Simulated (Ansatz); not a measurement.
Sc (dhcp (α-La type), P6_3/mmc) at seven volumes, DFT-PBE in the program Ansatz with PAW potentials, shape and atoms relaxed at each. One row is withheld.

| V (Å³/atom) | P (GPa) |
|---|---|
| 22.407 | 5.70 |
| 23.146 | 3.56 |
| 23.884 | 1.67 |
| 24.623 | 0.00 |
| 25.362 | -1.47 |
| 26.101 | -2.77 |
| 26.839 | ? |

### Question
Fit the shown pressures and predict the withheld one.

### Answer
P = (3/2)B₀(x^(7/2) − x^(5/2))[1 + (3/4)(B′ − 4)(x − 1)] with x = (V₀/V)^(2/3). Least squares on the six rows gives V₀ = 24.624 Å³/atom, B₀ = 52.2 GPa, B′ = 3.16. At V = 26.839, x = 0.9442 and P = -3.92 GPa. The run itself gave -3.92 GPa.

The start of the workflow was typed in or built on a structure type. Its sites differ from those of the usual phase in this space group: another stacking or structure type. The cell was relaxed with PBE under the symmetry of its start; whether a distortion lowers the energy is not shown. No spin polarisation was allowed.

Potentials: the earlier of the program's two PAW sets.
